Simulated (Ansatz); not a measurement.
Rh (fcc (Cu type)), relaxed and computed with several functionals in Ansatz (plane waves, PAW). Much of their spread follows the volume that each gives.

```
functional  V (Å³/atom)  K_Hill (GPa)
----------  -----------  ------------
r²SCAN            13.72             ?
r²SCAN+D4         13.59           292
LDA               13.22           317
PBE+D3(BJ)        13.65           281
```

Fit a straight line to ln K against ln V and predict the withheld value.

Least squares on the 3 shown rows: ln K = -3.49 × ln V + (14.771), with a scatter of 1.0 %. For r²SCAN this gives 279. The run itself gave 282, a miss of 1.1 % of that.

All cells were relaxed under the symmetry of their starts (and spin orders); stability against distortions was not tested throughout. Rows with no word on spin ran without spin polarisation. Spin–orbit coupling is left out wherever it is not named.

Potentials: the later of the program's two PAW sets.

Ansatz (a quantum-chemistry and plane-wave program) is a plane-wave DFT program.
